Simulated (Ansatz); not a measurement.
SnO:
```
SnO
1.0
    0.00000     2.70527     2.70527
    2.70527     0.00000     2.70527
    2.70527     2.70527     0.00000
O Sn
1 1
Cartesian
  1.35264   1.35264   1.35264
  0.00000   0.00000   0.00000
```

Relaxed with r²SCAN.

Question: Map the electron localisation function on the plane through (0.250, 0.250, 0.250) spanned by u = [1, 0, 0] and v = [-1, 1, 1] in lattice vectors, from r²SCAN (plane waves, PAW; program Ansatz).

Answer: x is the fraction of u, y of v (the angle between them is 90°; rows are the nearest grid lines); atoms in the plane: O at (0.00, 0.00), Sn at (0.50, 0.75).
```
|-*@@%+:::--:::+%@@*-|
|*#@@%=::----::=%@@#*|
|@@@@*-::----::-*@@@@|
|@%#=::-:....:-::=#%@|
|*+=::-:.    .:-::=+*|
|-::::-:      :-::::-|
|...:--:      :--:...|
|..:-==-.    .-==-:..|
| .:====:    :====:. |
|  .-=====--=====-.  |
|  .:-====--====-:.  |
|   .:----------:.   |
|    ..:::--:::..    |
|      ........      |
|                    |
|                    |
|..                ..|
|....            ....|
|-::..          ..::-|
|*++-:.        .:-++*|
|@%%*=:.      .:=*%%@|
|@@@@%+:......:+%@@@@|
|*#@@%+:..::..:+%@@#*|
|-*@@%+:::--:::+%@@*-|
```
Scale: ten equal steps from 0.000 (start of ' ') to 0.819 (end of '@'), in the order ' .:-=+*#%@'; x runs from 0.000 to 1.00, y from 0.000 (bottom) to 1.00 (top).

The density is the valence pseudo-density with augmentation charge, so density and ELF within about 1 Å of a nucleus are not all-electron values.

Space group F-43m (zinc blende). The start of the workflow was typed in or built on a structure type; neither database checked (COD, Materials Project) lists it. It is not the phase usual at ambient conditions (space group No. 129). Symmetry was held in the r²SCAN relaxation. At this level the phase is mechanically unstable. The volume moved by 18 % from the start of the relaxation. Scalar-relativistic: spin–orbit coupling is off unless named, which matters more the heavier the elements.

Potentials: the earlier of the program's two PAW sets.
